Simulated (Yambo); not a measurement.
Quantum ESPRESSO input (LDA, PseudoDojo standard norm-conserving files, scalar-relativistic) whose wavefunctions are converted with p2y:

```
&CONTROL
  calculation = 'nscf'
  pseudo_dir = './pseudo'
  outdir = './out'
/
&SYSTEM
  ibrav = 0
  nat = 10
  ntyp = 4
  ecutwfc = 88.0
  ecutrho = 352.0
  occupations = 'fixed'
  force_symmorphic = .true.
  nbnd = 288
/
&ELECTRONS
  conv_thr = 1e-08
  diago_full_acc = .true.
  diago_thr_init = 1e-08
/
ATOMIC_SPECIES
F 18.9984 F.upf
Na 22.9898 Na.upf
Y 88.9058 Y.upf
Cs 132.9055 Cs.upf
CELL_PARAMETERS angstrom
  0.000000000000   4.600705000000   4.600705000000
  4.600705000000   0.000000000000   4.600705000000
  4.600705000000   4.600705000000   0.000000000000
ATOMIC_POSITIONS crystal
F   0.760720000000   0.760720000000   0.239280000000
F   0.239280000000   0.239280000000   0.760720000000
F   0.239280000000   0.760720000000   0.760720000000
F   0.760720000000   0.239280000000   0.239280000000
F   0.760720000000   0.239280000000   0.760720000000
F   0.239280000000   0.760720000000   0.239280000000
Na   0.500000000000   0.500000000000   0.500000000000
Y   0.000000000000   0.000000000000   0.000000000000
Cs   0.250000000000   0.250000000000   0.250000000000
Cs   0.750000000000   0.750000000000   0.750000000000
K_POINTS automatic
1 1 1 0 0 0
```

Yambo's initialisation report on symmetry, reciprocal space, the k grid and the gaps on this mesh:

```
  [02.02] Symmetries
  ==================

  Inversion symmetry    : yes
  Spatial inversion     : yes
  Inversion index       :  25
  K-space Time-reversal : no
  Magnetic symmetries   : no
  Group table correct   : yes
  Symmetries units      :  [cc]

  [02.03] Reciprocal space
  ========================

  nG shells         :   900
  nG charge         :  146399
  nG WFs            :  18197
  nC WFs            :  18197
  G-vecs. in first 80 shells:  [ Number ]
     1    9   15   27   51   59   65   89  113
    137   169   181   229   259   283   307   331   339
    387   411   459   531   537   561   609   645   701
    725   749   821   869   893   941   965  1037  1067
   1139  1211  1243  1291  1363  1411  1459  1471  1591
   1639  1687  1759  1807  1837  1893  1917  1989  2085
   2109  2133  2229  2277  2397  2421  2445  2565  2637
   2685  2733  2741  2837  2891  2975  3071  3119  3143
    3215   3287   3383   3479   3527   3647   3695   3719
  ...
  Shell energy in first 80 shells:  [ mHa ]
    0.00000      195.859      261.146      522.292      718.151      783.438      1044.58      1240.44      1305.73
    1566.88      1762.73      2089.17      2285.03      2350.31      2611.46      2807.32      2872.61      3133.75
    3329.61      3394.90      3656.04      3851.90      4178.33      4374.19      4439.48      4700.63      4896.49
    4961.77      5222.92      5418.78      5484.06      5745.21      5941.07      6267.50      6463.36      6528.65
    6789.79      6985.65      7050.94      7507.94      7573.23      7834.38      8030.24      8356.67      8552.53
    8617.82      8878.96      9074.82      9140.11      9401.25      9597.11      9662.40      9923.54      10119.4
    10445.8      10641.7      10707.0      10968.1      11164.0      11229.3      11490.4      11686.3      11751.6
    12012.7      12208.6      12535.0      12730.9      12796.1      13057.3      13253.2      13318.4      13579.6
    13775.4      13840.7      14101.9      14297.7      14624.2      14820.0      14885.3      15146.5
  ...

  [02.04] K-grid lattice
  ======================

  Compatible Grid is   : 0D
  K lattice UC volume  :  0.188730 [a.u.]

  IBZ K-points                                      :  1
  BZ  K-points                                      :  1

  K/Q-points units:
  rlu = crystal or reduced units; cc = cartesian coordinates; iku = interal k-units

  K [1]          [rlu]:  0.000000  0.000000  0.000000
         WF components:  18197

  [02.05] Energies & Occupations
  ==============================

  [X] === General ===
  [X] Electronic Temperature                        :  0.000000  0.000000 [eV K]
  [X] Bosonic    Temperature                        :  0.000000  0.000000 [eV K]
  [X] Finite Temperature mode                       : no
  [X] El. density                                   :  0.41076E+24 [cm-3]
  [X] Fermi Level                                   :  1.509259 [eV]

  [X] === Gaps and Widths ===
  [X] Conduction Band Min                           :  6.542492 [eV]
  [X] Valence Band Max                              :  0.000000 [eV]
  [X] Filled Bands                                  :   40
  [X] Empty Bands                                   :   41  288
  [X] Direct Gap                                    :  6.542492 [eV]
  [X] Direct Gap localized at k                     :  1
```
The gaps are LDA values on this mesh alone; only operations without fractional translations are kept.

Geometry of the Materials Project entry, not relaxed at this level.
